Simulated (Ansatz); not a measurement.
MoPd (CsCl type, Pm-3m) under volume change, DFT-PBEsol in the program Ansatz with PAW potentials, scaled uniformly.

```csv
V (Å³/atom),E − E(relaxed) (meV/atom),P (GPa)
13.815,109.6,28.09
14.271,45.8,17.09
14.726,10.8,7.82
15.181,0.0,0.00
15.637,9.6,-6.58
16.092,36.4,-12.12
16.548,77.7,-16.76
```

Problem. What does a third-order Birch–Murnaghan fit give for V₀, B₀ and B′?

Solution. V₀ = 15.18 Å³/atom, B₀ = 238 GPa, B′ = 4.7.

The start of the workflow was typed in or built on a structure type; neither database checked (COD, Materials Project) lists it. Its standing as an ambient phase is unchecked. The cell was relaxed with PBEsol under the symmetry of its start. At this level the phase is mechanically unstable. The run is not spin-polarised. Its formation energy is positive at this level, so the cell may be metastable or incomplete.

Potentials: the later of the program's two PAW sets.
